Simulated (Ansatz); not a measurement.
# SnGe₂: relaxation step by step

A trial structure of SnGe₂ was built thus: random cell by space group and Wyckoff sites (P4/mmm, No. 123). Its size is a rough estimate.

```
Sn Ge
1.0
     3.74599    0.00000    0.00000
     0.00000    3.74599    0.00000
     0.00000    0.00000    5.08047
Sn Ge
1 2
Direct
  0.50000 0.50000 0.00000
  0.00000 0.50000 0.50000
  0.50000 0.00000 0.50000
```

These are results of Ansatz, DFT PBE, scalar-relativistic, plane waves, PAW, not measurements. Cutoff 420 eV, Gaussian smearing, Γ-centred meshes. Cell and atoms relax first on a coarse mesh and then on a finer one. In between, the cell is made exact in the group found at 0.06 Å. In metals the finer mesh still leaves noise of several meV/atom or more. The steps can't lower the symmetry of their start. No spin polarisation.

Steps on the 4×4×4 mesh (3 atoms, 10 steps). The free energy counts from the last step; the plane-wave basis is renewed at times, which shifts energy and pressure.

| step | ΔF (meV/atom) | V (Å³/atom) | P (GPa) |
| --- | --- | --- | --- |
| 1 | 93.0 | 23.76 | 1.27 |
| 2 | 90.3 | 24.35 | 0.09 |
| 3 | 88.3 | 24.59 | -0.24 |
| 4 | 65.2 | 25.22 | -1.21 |
| 5 | 22.8 | 25.10 | -1.28 |
| 6 | 2.1 | 24.46 | 0.06 |
| 7 | 0.3 | 24.46 | 0.23 |
| 8 | 1.2 | 24.97 | -0.79 |
| 9 | 0.0 | 24.57 | 0.04 |
| 10 | 0.0 | 24.57 | 0.04 |

Steps on the 12×12×12 mesh (3 atoms, 10 steps). The free energy counts from the last step; the plane-wave basis is renewed at times, which shifts energy and pressure.

```tsv
step	ΔF (meV/atom)	V (Å³/atom)	P (GPa)
1	31.3	24.57	0.36
2	20.2	24.78	-0.31
3	6.9	23.86	1.14
4	1.9	24.18	0.07
5	2.1	24.15	0.04
6	1.8	24.20	-0.01
7	0.2	24.20	0.12
8	0.0	24.23	0.03
9	0.0	24.25	-0.01
10	0.0	24.25	-0.01
```

The relaxed structure:

```cif
data_structure
_symmetry_space_group_name_H-M 'P4/mmm'
_symmetry_Int_Tables_number 123
_cell_length_a 3.8430
_cell_length_b 3.8430
_cell_length_c 4.9259
_cell_angle_alpha 90.000
_cell_angle_beta 90.000
_cell_angle_gamma 90.000
_cell_volume 72.75
loop_
_atom_site_label
_atom_site_type_symbol
_atom_site_symmetry_multiplicity
_atom_site_Wyckoff_symbol
_atom_site_fract_x
_atom_site_fract_y
_atom_site_fract_z
_atom_site_occupancy
Sn1 Sn 1 c 0.50000 0.50000 0.00000 1
Ge1 Ge 2 e 0.00000 0.50000 0.50000 1
```

The symmetry stays P4/mmm (No. 123). The volume per atom grows by 2.0 %, from 23.8 to 24.2 Å³. The shortest distance goes from 2.65 Å (Ge–Ge) to 2.72 Å (Ge–Ge). Sn has 8 Ge at 3.12 Å and 4 Sn at 3.84 Å; Ge is surrounded by 4 Ge at 2.72 Å and 4 Sn at 3.12 Å.

```yaml
Volume_per_atom: 24.25 Å³
Density: 6.03 g/cm³
Energy_over_the_elements: +0.25 eV/atom
Gap_on_the_12×12×12_mesh_of_the_3-atom_cell: 0 eV (a metal)
```

The zero of energy is the elements' standard structures at the same level; no fitted shifts are applied. The references include grey tin.

The last run used Gaussian smearing of 0.10 eV. A later test with randomly moved atoms ended 16 meV/atom lower on a coarse mesh, in P-4m2 at a loose tolerance, which is no clear verdict on its stability. In all, the 3 runs took 7.5 min on 1 thread of Intel(R) Xeon(R) Processor @ 2.50GHz (Skylake/Cascade Lake) (shared host).
